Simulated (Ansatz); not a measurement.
Input and command of a calculation in Ansatz (plane waves; scalar-relativistic PAW potentials unless the input names others):

```yaml
crystal:
  lattice:
    - [-2.7488179299, 0.0, 0.0]
    - [-1.374408965, -2.3805461577, 0.0]
    - [0.0, 0.0, 11.6356021769]
  atoms:
    - { symbol: Mo, position: [0.0, 1.0, 0.7621996498] }
    - { symbol: Mo, position: [0.0, 1.0, 0.1088856643] }
    - { symbol: Mo, position: [0.0, 1.0, 0.3266569928] }
    - { symbol: Mo, position: [0.0, 1.0, 0.5444283213] }
basis:
  ecutwfc: 500
kpoints:
  mp_grid: { grid: [1, 1, 1] }
hamiltonian:
  xc: r2scan
scf:
  occupations: { method: gaussian, width: 0.15 }
  max_iter: 50
output:
  forces: true
  eigenvalues: true
  stress: true
```

```bash
ansatz run input.yaml --threads 2 --pin off --max-ram 5120MiB --backend cpu --events-out ev --progress --plain --runs-dir out
```

Abridged log:
```
Basis set: ecut = 500 eV, 1855 PW (Γ), exchange–correlation on 96×96×360 points (64 copies of the dense FFT grid, shifted against one another)
Bands: 34, of which v1, the nominal top of the filled ones, is band 28 counted from 1 (27 counted from 0)
Symmetry: 24 space group operations
k-points: 1
SCF iter   1: F=—  HF=-19864.416277 eV  |F-HF|=—  |Δ(HF+E_count)|=         —  Δρ=1.03e-1  dr2=1.81e1  dr2_τ=5.33e-1  ethr=1.77e-3  ⟨swp⟩=5.0  Hψ=109  notcnv=0
SCF iter   2: F=—  HF=-19973.095039 eV  |F-HF|=—  |Δ(HF+E_count)|=    1.09e2  Δρ=4.22e-1  dr2=1.84e3  dr2_τ=1.82e1  ethr=1.77e-3  ⟨swp⟩=5.0  Hψ=122  notcnv=0  recentre
SCF iter   3: F=—  HF=-19865.238359 eV  |F-HF|=—  |Δ(HF+E_count)|=    1.08e2  Δρ=9.77e-2  dr2=2.55e1  dr2_τ=1.77e-1  ethr=1.77e-3  ⟨swp⟩=4.0  Hψ=96  notcnv=0  defer=1
SCF iter   4: F=—  HF=-19867.549587 eV  |F-HF|=—  |Δ(HF+E_count)|=    2.31e0  Δρ=1.96e-1  dr2=1.93e2  dr2_τ=2.57e0  ethr=1.77e-3  ⟨swp⟩=4.0  Hψ=60  notcnv=0  recentre
SCF iter   5: F=—  HF=-19865.392800 eV  |F-HF|=—  |Δ(HF+E_count)|=    2.16e0  Δρ=1.23e-1  dr2=5.12e1  dr2_τ=6.31e-1  ethr=1.77e-3  ⟨swp⟩=2.0  Hψ=47  notcnv=0
SCF iter   6: F=—  HF=-19865.654220 eV  |F-HF|=—  |Δ(HF+E_count)|=   2.61e-1  Δρ=1.25e-1  dr2=8.83e1  dr2_τ=1.49e0  ethr=1.77e-3  ⟨swp⟩=2.0  Hψ=57  notcnv=0
SCF iter   7: F=—  HF=-19865.621939 eV  |F-HF|=—  |Δ(HF+E_count)|=   3.23e-2  Δρ=1.02e-1  dr2=4.52e1  dr2_τ=2.74e-1  ethr=1.77e-3  ⟨swp⟩=2.0  Hψ=51  notcnv=0
SCF iter   8: F=—  HF=-19869.773895 eV  |F-HF|=—  |Δ(HF+E_count)|=    4.15e0  Δρ=1.91e-1  dr2=2.58e2  dr2_τ=2.33e0  ethr=1.77e-3  ⟨swp⟩=2.0  Hψ=58  notcnv=0  recentre
   ...
SCF iter  17: F=—  HF=-19865.402793 eV  |F-HF|=—  |Δ(HF+E_count)|=   1.19e-3  Δρ=7.71e-4  dr2=1.14e-3  dr2_τ=4.29e-4  ethr=5.85e-4  ⟨swp⟩=1.0  Hψ=42  notcnv=0
SCF iter  18: F=—  HF=-19865.402811 eV  |F-HF|=—  |Δ(HF+E_count)|=   1.80e-5  Δρ=1.56e-3  dr2=1.26e-2  dr2_τ=1.57e-4  ethr=2.04e-6  ⟨swp⟩=3.0  Hψ=49  notcnv=0
SCF iter  19: F=—  HF=-19865.402714 eV  |F-HF|=—  |Δ(HF+E_count)|=   9.73e-5  Δρ=2.28e-4  dr2=7.09e-4  dr2_τ=3.22e-5  ethr=2.04e-6  ⟨swp⟩=1.0  Hψ=34  notcnv=0
SCF iter  20: F=—  HF=-19865.402704 eV  |F-HF|=—  |Δ(HF+E_count)|=   1.02e-5  Δρ=1.66e-4  dr2=1.39e-4  dr2_τ=6.05e-7  ethr=1.27e-6  ⟨swp⟩=1.0  Hψ=34  notcnv=0
SCF iter  21: F=—  HF=-19865.402698 eV  |F-HF|=—  |Δ(HF+E_count)|=   5.70e-6  Δρ=5.13e-5  dr2=1.80e-5  dr2_τ=4.82e-8  ethr=2.49e-7  ⟨swp⟩=1.0  Hψ=34  notcnv=0
SCF iter  22: F=—  HF=-19865.402701 eV  |F-HF|=—  |Δ(HF+E_count)|=   3.27e-6  Δρ=7.84e-6  dr2=2.64e-7  dr2_τ=9.56e-10  ethr=3.22e-8  ⟨swp⟩=1.0  Hψ=34  notcnv=0
SCF iter  23: F=—  HF=-19865.402701 eV  |F-HF|=—  |Δ(HF+E_count)|=   3.67e-9  Δρ=5.01e-6  dr2=1.81e-7  dr2_τ=2.28e-9  ethr=4.71e-10  ⟨swp⟩=1.0  Hψ=34  notcnv=0
SCF iter  24: F=-19865.402701 eV  HF=-19865.402701 eV  |F-HF|=8.52e-8  |Δ(HF+E_count)|=  3.93e-10  Δρ=3.55e-6  dr2=8.74e-8  dr2_τ=1.79e-10  ethr=1.79e-10  ⟨swp⟩=3.0  Hψ=112  notcnv=0
SCF 1 converged in 24 iterations: F = -19865.402701 eV  dr2 = 8.74e-8
SCF converged after 24 iterations
Free energy (F): -19865.402701 eV
Harris-Foulkes:  -19865.402701 eV  (|F-HF|=8.52e-8)
Internal energy: -19865.170375 eV  (E = F + TS)
E sigma→0 (E₀):  -19865.286538 eV
Entropy (-TS):   -0.232326 eV (-58.082 meV/atom)
Fermi energy:    15.965784 eV
--- Forces (eV/Å), atoms counted from 1 ---
  atom   1  Mo     0.00000000     0.00000000     8.67688161
  atom   2  Mo     0.00000000     0.00000000    -8.67688161
  atom   3  Mo     0.00000000     0.00000000    -1.25032116
  atom   4  Mo     0.00000000     0.00000000     1.25032116
--- Stress (GPa, compression-positive) ---
       46.440268       0.000000       0.000000
        0.000000      46.440268       0.000000
        0.000000       0.000000     114.201692
  P = ⅓ Tr σ = 69.0274 GPa (690.274 kbar)
```

Task: What should be changed?

Result: The fault is one k-point for a small cell (kpoints.mp_grid.grid: [24, 24, 6] → [1, 1, 1], the first being the value of the sound run). Setting it back cures it. The run converged all the same, with an energy at zero smearing 16.73 meV/atom below the reference's, pressure 69.03 GPa, largest force 8.677 eV/Å, gap on the mesh 0.11 eV, so convergence alone doesn't show that an input is right. A reference run from the same start on usual settings converged with pressure -5.01 GPa, largest force 0.696 eV/Å, no gap on the mesh.

The run took 3 s on 2 threads of Arm Neoverse V1, with other jobs on the host, peak memory 0.48 GiB.